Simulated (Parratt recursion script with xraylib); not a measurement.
**Surface roughness and fringe height: Pt on Ge**

| layer, from the top | thickness (Å) | density (g/cm³) | rms roughness of its top face (Å) | δ (10⁻⁶) | β (10⁻⁶) |
|---|---|---|---|---|---|
| Pt | 200 | 21.135 | varied | 50.97 | 5.071 |
| Ge (substrate) | – | 5.279 | 1.6 | 14.41 | 0.4388 |

The refractive index is n = 1 − δ + iβ. Vacuum lies above.

Densities are inputs, not measurements. They were set from computed cells of the Materials Project: Pt from entry mp-126 (Fm-3m, 21.135 g/cm³); Ge from entry mp-32 (Fd-3m, 5.279 g/cm³). A layer's crystal structure does not enter its constants, only its composition and density.

Method: specular X-ray reflectivity, Parratt recursion, Névot-Croce roughness, xraylib tables (Parratt recursion script with xraylib 4.3.0).

Photon energy 8.048 keV (λ = 1.5406 Å), s polarisation. The grazing angle θ is scanned from 0.05° to 2° in 900 evenly spaced points, and the curve is smoothed with a Gaussian of 0.004° full width. A maximum is a scan point above both neighbours; its place and height come from a parabola through R at the three points.

The table follows two fringe maxima, those next to orders 6.5 and 8.5 of m = (2d/λ)(sin²θ − 2δ)^½, through runs that differ in the roughness σ₁ of the film surface alone.

| σ₁ (Å) | θ of the first (°) | R there | θ of the second (°) | R there |
|---|---|---|---|---|
| 2.3 | 1.541 | 0.00277 | 1.959 | 9.33 × 10⁻⁴ |
| 4 | 1.540 | ? | 1.958 | ? |

Problem. Estimate the two heights for σ₁ = 4 Å.

Solution. At a maximum the amplitudes from the film's two faces add: R ≈ (|r₁|g₁ + |r₂|g₂A)². Here q₀ = 4π sin θ/λ, qⱼ = (q₀² − 32π²δⱼ/λ²)^½ (1 film, 2 substrate), |r₁| = |q₀² − q₁²|/(q₀ + q₁)², |r₂| = |q₁² − q₂²|/(q₁ + q₂)² with the numerators taken from the constants, g₁ = exp(−q₀q₁σ₁²/2), g₂ = exp(−q₁q₂σ₂²/2), and A = exp(−16π²β₁d/(λ²q₁)) for absorption in the film.

Check on a shown row, σ₁ = 2.3 Å, second maximum: q₀ = 0.2788, q₁ = 0.2664, q₂ = 0.2753 Å⁻¹; |r₁| = 0.0228, |r₂| = 0.0166; g₁ = 0.822, g₂ = 0.910, A = 0.776; R ≈ 9.28 × 10⁻⁴ against 9.33 × 10⁻⁴ in the table.

- σ₁ = 4 Å, first maximum: q₀ = 0.2192, q₁ = 0.2031, q₂ = 0.2148 Å⁻¹; |r₁| = 0.0380, |r₂| = 0.0279; g₁ = 0.700, g₂ = 0.946, A = 0.717; R ≈ 0.00207.
- σ₁ = 4 Å, second maximum: q₀ = 0.2787, q₁ = 0.2663, q₂ = 0.2752 Å⁻¹; |r₁| = 0.0228, |r₂| = 0.0166; g₁ = 0.552, g₂ = 0.910, A = 0.776; R ≈ 5.91 × 10⁻⁴.

The run gave 0.00207 and 5.95 × 10⁻⁴; the estimates are 1.00 and 0.99 times these.
